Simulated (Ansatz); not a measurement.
Q: Each is relaxed and computed with plane-wave PAW PBE (Ansatz code). Which is the only metal?
(A) GeS2, R-3m (Ge on 3a, S on 6c)
(B) RuC, R-3m (Ru on 6c, C on 6c)
(C) SiC, P6_222 (Si on 3d, C on 3c)
(D) KCdCO3F, P-6m2 (Pearson symbol hP7)

A: B, RuC, R-3m (Ru on 6c, C on 6c). RuC: metal; GeS2: gap 0.67 eV (indirect); SiC: gap 0.87 eV (indirect); KCdCO3F: gap 1.78 eV. Constructed cells (a structure type filled with these elements, in neither database checked): GeS2, R-3m (Ge on 3a, S on 6c); SiC, P6_222 (Si on 3d, C on 3c). Not the usual ambient phase: SiC, P6_222 (Si on 3d, C on 3c). Standing as an ambient phase not checked: RuC, R-3m (Ru on 6c, C on 6c); KCdCO3F, P-6m2 (Pearson symbol hP7). Weakly bound layers, chains or molecules computed without a dispersion correction, so cells and soft constants are ill determined: GeS2, R-3m (Ge on 3a, S on 6c). Unstable at this level: KCdCO3F, P-6m2 (Pearson symbol hP7). All cells were relaxed under the symmetry of their starts (and spin orders); stability against distortions was not tested throughout. Rows with no word on spin ran without spin polarisation. Spin–orbit coupling is left out wherever it is not named.

Potentials: the later of the program's two PAW sets.
